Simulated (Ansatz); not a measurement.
Sc in space group P6_222 (No. 180; Sc on 3c) at seven volumes, r²SCAN (plane waves, PAW; program Ansatz), shape and atoms relaxed at each. One row is withheld.

```csv
V (Å³/atom),P (GPa)
22.725,5.65
23.474,3.55
24.223,1.67
24.972,0.00
25.721,?
26.470,-2.78
27.220,-3.93
```

### Question
Fit the shown pressures and predict the withheld one.

### Answer
P = (3/2)B₀(x^(7/2) − x^(5/2))[1 + (3/4)(B′ − 4)(x − 1)] with x = (V₀/V)^(2/3). Least squares on the six rows gives V₀ = 24.975 Å³/atom, B₀ = 52.1 GPa, B′ = 3.00. At V = 25.721, x = 0.9806 and P = -1.47 GPa. The run itself gave -1.47 GPa.

The first step of the workflow began from a Materials Project structure, measured or hypothetical; the Crystallography Open Database copy checked does not list it. It is not the phase usual at ambient conditions (space group No. 194). Symmetry was held in the r²SCAN relaxation. At this level the phase is dynamically unstable (imaginary phonons). No spin polarisation was allowed.

Potentials: the later of the program's two PAW sets.
